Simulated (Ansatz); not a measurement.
One starting cell of Pb (a randomly generated symmetric cell of Pb (space group No. 225)) was relaxed twice with Ansatz (plane waves, PAW, scalar-relativistic): with r2SCAN at 500 eV and with PBE at 420 eV. The r2SCAN result:

```xyz
3
Lattice="0.0000 3.7819 3.7819 3.7819 0.0000 3.7819 3.7819 3.7819 0.0000" Properties=species:S:1:pos:R:3 pbc="T T T"
Pb     1.8909     1.8909     1.8909
Pb     5.6728     5.6728     5.6728
Pb     0.0000     0.0000     0.0000
```

```
quantity                          r2SCAN    PBE
--------------------------------  ------  -----
space group                        Fm-3m  Fm-3m
volume (Å³/atom)                   36.06  37.15
a (Å)                              7.564  7.639
gap (eV, no spin-orbit coupling)    0.00   0.00
```

Both levels end in the same structure; PBE's volume is 3.0 % larger. Neither column is exact.

No spin polarisation in the result.

The run could not lose the symmetry of its start, so the end can be a saddle point.

All atoms sit on sites fixed by symmetry, so only the cell could relax.

The relaxed structure here is a generated cell of Pb: the first start was made by a random draw of sites in a space group, and the end was not matched to a known phase here, so it may be hypothetical. A known form of Pb has the same space group but another cell.

Ansatz is an electronic-structure program.
